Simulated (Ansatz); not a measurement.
SiPb, one cell by several methods

```
CELL_PARAMETERS angstrom
4.42883 0.00000 0.00000
-2.21441 3.83548 0.00000
0.00000 0.00000 7.27841
ATOMIC_POSITIONS crystal
Pb 0.33333 0.66667 0.00047
Pb 0.66667 0.33333 0.50047
Si 0.33333 0.66667 0.37553
Si 0.66667 0.33333 0.87553
```

Atom numbers follow the list: Pb1, Pb2, Si3, Si4.

Conventional cell: a = 4.429 Å, b = 4.429 Å, c = 7.278 Å, α = 90.00°, β = 90.00°, γ = 120.00°. Pb (atom 1) has 4 Si at 2.71 to 2.73 Å as nearest neighbours. Around Si (atom 3) lie 4 Pb at 2.71 to 2.73 Å.

The cell was built from the wurtzite type and relaxed in the same program, and has space group P6_3mc; it needn't be a known or the stable phase.

Spin–orbit coupling is left out, though it moves levels of the heavy atoms by tenths of an eV or more.

All numbers are computed: DFT, PBE, PAW with Ansatz's default frozen-core files, scalar-relativistic (Ansatz 0.2.0); DFT, PBE, all-electron LAPW, scalar-relativistic (Ansatz 0.2.0).

For PAW: a Γ-centred 10×10×6 k mesh, Fermi–Dirac smearing of 0.03 eV, cutoff 420 eV, no spin polarisation. LAPW targets a basis error of 1 meV/atom. The Ansatz runs share mesh, smearing and spin set-up. Plane-wave (PAW) pressures include the program's estimate of the Pulay term.

Stress and pressure are positive in compression.

Levels count from the Fermi level.

PAW results:

```
                      quantity     PAW
                pressure (GPa)    0.00
highest filled level at A (eV)  -0.634
  lowest empty level at A (eV)   0.084
highest filled level at H (eV)  -1.586
  lowest empty level at H (eV)   0.931
highest filled level at K (eV)  -2.467
  lowest empty level at K (eV)   1.745
```

(1) What does all-electron LAPW give for the same quantities?

## Answers

(1) 
| quantity | LAPW |
| --- | --- |
| pressure (GPa) | 0.01 |
| highest filled level at A (eV) | -0.634 |
| lowest empty level at A (eV) | 0.084 |
| highest filled level at H (eV) | -1.586 |
| lowest empty level at H (eV) | 0.931 |
| highest filled level at K (eV) | -2.466 |
| lowest empty level at K (eV) | 1.746 |
